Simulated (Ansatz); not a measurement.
HfGeTe: hydrostatic pressure series

Computed with DFT PBEsol, scalar-relativistic, plane waves, PAW in Ansatz 0.2.0. (420 eV cutoff, 10×10×4 k-mesh, Gaussian smearing of 0.10 eV, no spin polarisation)

Starting point, cell and atoms relaxed:

```yaml
crystal:
  lattice:
    - [3.83799, 0.00000, 0.00000]
    - [0.00000, 3.83799, 0.00000]
    - [0.00000, 0.00000, 8.44396]
  atoms:
    - { symbol: Hf, position: [0.00000, 0.50000, 0.24703] }
    - { symbol: Hf, position: [0.50000, 0.00000, 0.75297] }
    - { symbol: Ge, position: [0.00000, 0.00000, 0.00000] }
    - { symbol: Ge, position: [0.50000, 0.50000, 0.00000] }
    - { symbol: Te, position: [0.00000, 0.50000, 0.62065] }
    - { symbol: Te, position: [0.50000, 0.00000, 0.37935] }
```

Cell and atoms are relaxed at each pressure within the symmetry of the start, at zero temperature, so transitions that lower the symmetry aren't seen. The k-mesh given is that at zero pressure and may differ at others. a, b and c are the lengths of the cell vectors above.

Spin–orbit coupling is left out, which can shift energies with elements as heavy as these.

```tsv
P (GPa)	V (Å³/atom)	V/V0	a (Å)	b (Å)	c (Å)
-1	20.93	1.010	3.849	3.849	8.477
0	20.73	1.000	3.838	3.838	8.444
1	20.53	0.990	3.825	3.825	8.418
4	20.00	0.965	3.793	3.793	8.341
12	18.86	0.910	3.720	3.720	8.178
25	17.53	0.846	3.628	3.628	7.992
50	15.84	0.764	3.502	3.502	7.751
90	14.16	0.683	3.369	3.369	7.488
```

Problem. What bulk modulus and pressure derivative fit these points?

Solution. A third-order Birch–Murnaghan fit gives B0 = 104 GPa and B0' = 4.3.

Problem. Which cell vector or vectors give way most up to 90 GPa?

Solution. a and b: the changes are a -12.2 %, b -12.2 %, c -11.3 %.